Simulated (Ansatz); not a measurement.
This log comes from Ansatz, run on Sb₂Se₃ (Pnma) from a database of computed structures. The input holds the cell as the database lists it.

The cell given to it:
```cif
data_structure
_symmetry_space_group_name_H-M 'P 1'
_symmetry_Int_Tables_number 1
_cell_length_a 12.3621
_cell_length_b 4.0016
_cell_length_c 11.7136
_cell_angle_alpha 90.000
_cell_angle_beta 90.000
_cell_angle_gamma 90.000
_cell_volume 579.44
loop_
_atom_site_label
_atom_site_type_symbol
_atom_site_fract_x
_atom_site_fract_y
_atom_site_fract_z
_atom_site_occupancy
Sb1 Sb 0.14032 0.75000 0.03809 1
Sb2 Sb 0.85968 0.25000 0.96191 1
Sb3 Sb 0.35968 0.25000 0.53809 1
Sb4 Sb 0.64032 0.75000 0.46191 1
Sb5 Sb 0.03381 0.25000 0.32959 1
Sb6 Sb 0.96619 0.75000 0.67041 1
Sb7 Sb 0.46619 0.75000 0.82959 1
Sb8 Sb 0.53381 0.25000 0.17041 1
Se1 Se 0.94835 0.75000 0.12753 1
Se2 Se 0.05165 0.25000 0.87247 1
Se3 Se 0.55165 0.25000 0.62753 1
Se4 Se 0.44835 0.75000 0.37247 1
Se5 Se 0.20533 0.25000 0.19210 1
Se6 Se 0.79467 0.75000 0.80790 1
Se7 Se 0.29467 0.75000 0.69210 1
Se8 Se 0.70533 0.25000 0.30790 1
Se9 Se 0.62735 0.75000 0.05410 1
Se10 Se 0.37265 0.25000 0.94590 1
Se11 Se 0.87265 0.25000 0.55410 1
Se12 Se 0.12735 0.75000 0.44590 1
```

The log, with set-up remarks and timings taken out:
```
Crystal: 20 atoms, lattice volume = 579.444 Å³
Basis set: ecut = 420 eV, 11363 PW (Γ)
Bands: 188, of which v1, the nominal top of the filled ones, is band 156 counted from 1 (155 counted from 0)
Symmetry: 8 space group operations
Space group: Pnma (ITA 62)
k-points: 16 of 24
preconditioner: auto → Resta (q_TF=auto, 2.461 Å⁻¹)  ε∞=4.2  [insulator: Δε(μ)=0.991 eV  σ=0.020 eV  ℏωp=16.3 eV]
SCF 1 converged in 9 iterations: F = -117517.401657 eV  dr2 = 1.32e-8
relax step 1: F+E_penalty+E_count = -117517.40165663 eV  max|allowed force component| = 2.533e-1 eV/Å  Δτ_max = 0.0000 Å  P = -0.866 GPa  Ω = 579.444 Å³
SCF 2 converged in 8 iterations: F = -117517.622409 eV  dr2 = 3.42e-7
relax step 2: F+E_penalty+E_count = -117517.62240914 eV  max|allowed force component| = 2.613e-1 eV/Å  Δτ_max = 0.1942 Å  P = +1.359 GPa  Ω = 519.367 Å³
SCF 3 converged in 7 iterations: F = -117517.758967 eV  dr2 = 6.38e-7
relax step 3: F+E_penalty+E_count = -117517.75896745 eV  max|allowed force component| = 9.526e-2 eV/Å  Δτ_max = 0.1101 Å  P = -0.270 GPa  Ω = 539.736 Å³
SCF 4 converged in 6 iterations: F = -117517.778305 eV  dr2 = 2.85e-7
relax step 4: F+E_penalty+E_count = -117517.77830492 eV  max|allowed force component| = 9.169e-2 eV/Å  Δτ_max = 0.0235 Å  P = -0.086 GPa  Ω = 534.604 Å³
SCF 5 converged in 7 iterations: F = -117517.796699 eV  dr2 = 3.62e-7
relax step 5: F+E_penalty+E_count = -117517.79669908 eV  max|allowed force component| = 3.290e-2 eV/Å  Δτ_max = 0.1032 Å  P = -0.003 GPa  Ω = 529.099 Å³
SCF 6 converged in 7 iterations: F = -117517.797766 eV  dr2 = 3.18e-8
relax step 6: F+E_penalty+E_count = -117517.79776580 eV  max|allowed force component| = 3.791e-2 eV/Å  Δτ_max = 0.0194 Å  P = +0.019 GPa  Ω = 528.780 Å³
SCF 7 converged in 6 iterations: F = -117517.798832 eV  dr2 = 2.34e-8
relax step 7: F+E_penalty+E_count = -117517.79883246 eV  max|allowed force component| = 6.452e-3 eV/Å  Δτ_max = 0.0089 Å  P = -0.025 GPa  Ω = 529.281 Å³
SCF 8 converged in 6 iterations: F = -117517.798939 eV  dr2 = 1.66e-9
relax step 8: F+E_penalty+E_count = -117517.79893918 eV  max|allowed force component| = 2.139e-3 eV/Å  Δτ_max = 0.0019 Å  P = -0.002 GPa  Ω = 529.080 Å³
SCF 9 converged in 6 iterations: F = -117517.791839 eV  dr2 = 9.39e-11
relax step 9: F+E_penalty+E_count = -117517.79183879 eV  max|allowed force component| = 2.100e-3 eV/Å  Δτ_max = 0.0000 Å  P = -0.001 GPa  Ω = 529.080 Å³  (SCF on a basis re-selected at this cell)
SCF converged after 6 iterations
Free energy (F): -117517.791839 eV
Fermi energy:    9.310514 eV
--- Forces (eV/Å), atoms counted from 1 ---
  atom   1  Sb    -0.00022      0.00000      0.00109
  atom   2  Sb      0.00022      0.00000    -0.00109
  atom   3  Sb      0.00022      0.00000      0.00109
  atom   4  Sb    -0.00022      0.00000    -0.00109
  atom   5  Sb      0.00004      0.00000      0.00210
  atom   6  Sb    -0.00004      0.00000    -0.00210
  atom   7  Sb    -0.00004      0.00000      0.00210
  atom   8  Sb      0.00004      0.00000    -0.00210
  atom   9  Se      0.00134      0.00000    -0.00053
  atom  10  Se    -0.00134      0.00000      0.00053
  atom  11  Se    -0.00134      0.00000    -0.00053
  atom  12  Se      0.00134      0.00000      0.00053
  atom  13  Se    -0.00020      0.00000    -0.00178
  atom  14  Se      0.00020      0.00000      0.00178
  atom  15  Se      0.00020      0.00000    -0.00178
  atom  16  Se    -0.00020      0.00000      0.00178
  atom  17  Se    -0.00060      0.00000      0.00018
  atom  18  Se      0.00060      0.00000    -0.00018
  atom  19  Se      0.00060      0.00000      0.00018
  atom  20  Se    -0.00060      0.00000    -0.00018
--- Stress (GPa, compression-positive) ---
       -0.008586       0.000000       0.000000
        0.000000       0.002724       0.000000
        0.000000       0.000000       0.001923
  P = ⅓ Tr σ = -0.0013 GPa (-0.013 kbar)
--- Relaxed structure (8 steps of the walk, 8 accepted, 1 SCFs on fresh bases) ---
  F+E_penalty+E_count = -117517.79183879 eV   max|allowed force component| = 2.100e-3 eV/Å
  cell:  # Å, volume = 529.0797 Å³
    - [11.697734, 0.000000, 0.000000]
    - [0.000000, 3.989041, 0.000000]
    - [0.000000, 0.000000, 11.338378]
  atoms:
    - { symbol: Sb, position: [0.151064, 0.750000, 0.040047] }
    - { symbol: Sb, position: [0.848936, 0.250000, 0.959953] }
    - { symbol: Sb, position: [0.348936, 0.250000, 0.540047] }
    - { symbol: Sb, position: [0.651064, 0.750000, 0.459953] }
    - { symbol: Sb, position: [0.019986, 0.250000, 0.329437] }
    - { symbol: Sb, position: [0.980014, 0.750000, 0.670563] }
    - { symbol: Sb, position: [0.480014, 0.750000, 0.829437] }
    - { symbol: Sb, position: [0.519986, 0.250000, 0.170563] }
    - { symbol: Se, position: [0.944546, 0.750000, 0.132970] }
    - { symbol: Se, position: [0.055454, 0.250000, 0.867030] }
    - { symbol: Se, position: [0.555454, 0.250000, 0.632970] }
    - { symbol: Se, position: [0.444546, 0.750000, 0.367030] }
    - { symbol: Se, position: [0.216023, 0.250000, 0.198777] }
    - { symbol: Se, position: [0.783977, 0.750000, 0.801223] }
    - { symbol: Se, position: [0.283977, 0.750000, 0.698777] }
    - { symbol: Se, position: [0.716023, 0.250000, 0.301223] }
    - { symbol: Se, position: [0.628988, 0.750000, 0.053117] }
    - { symbol: Se, position: [0.371012, 0.250000, 0.946883] }
    - { symbol: Se, position: [0.871012, 0.250000, 0.553117] }
    - { symbol: Se, position: [0.128988, 0.750000, 0.446883] }
```

**Question.** Which of these blocks stood in the input: relax, gw, phonons, dielectric, magnetization (spin_orbit)?

**Answer.** relax. The relax steps with a changing cell volume need the relax block with cell.

**Question.** Which k mesh was typed?

**Answer.** 2×6×2, Γ-centred. This is one of several that fit.

**Question.** How were the bands filled?

**Answer.** With smearing of width σ = 0.02 eV (Fermi-Dirac in this run).

**Question.** Which functional?

**Answer.** PBE-D3(BJ). The lines shown narrow the functional down without fixing it; this is the one that was run.

Wall time 53 s on 1 × NVIDIA H100 80GB HBM3 with 4 threads of AMD EPYC 7R13 Processor (Zen 3) (shared host), load about 3.5 per core; peak host memory 1.5 GiB.

The values are computed, spin-unpolarised, and not measurements.
